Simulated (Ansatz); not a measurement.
Data:

Cr2C:
```cif
data_CCr2
_chemical_formula_sum 'Cr2 C1'
_space_group_name_H-M_alt 'P 1'
_space_group_IT_number 1
_cell_length_a 2.77556
_cell_length_b 2.77556
_cell_length_c 4.17772
_cell_angle_alpha 90.000
_cell_angle_beta 90.000
_cell_angle_gamma 120.000
loop_
_space_group_symop_operation_xyz
  'x, y, z'
loop_
_atom_site_label
_atom_site_type_symbol
_atom_site_fract_x
_atom_site_fract_y
_atom_site_fract_z
_atom_site_occupancy
Cr1 Cr 0.66667 0.33333 0.24602 1
Cr2 Cr 0.33333 0.66667 0.75398 1
C1 C 0.00000 0.00000 0.50000 1
```

This is the LDA-relaxed structure.

All from LDA in the plane-wave PAW code Ansatz, unless another level is named. Predict the electronic character.

metallic (no gap).

And the formation energy from the elements (no fitted shifts)?

-0.12 eV/atom.

Give the density of states at the Fermi level.

0.68 states/eV per atom (mean over ±0.08 eV).

Space group P-3m1. The workflow started from a Materials Project entry (that database holds measured and hypothetical structures alike); the Crystallography Open Database copy checked does not list it. Its standing as an ambient phase is unchecked. The LDA relaxation kept the symmetry of its start; of distortions, only those at the zone centre were tested. The run is not spin-polarised. The references are the lowest solids computed at this level, not always the standard phases.

Potentials: the later of the program's two PAW sets.
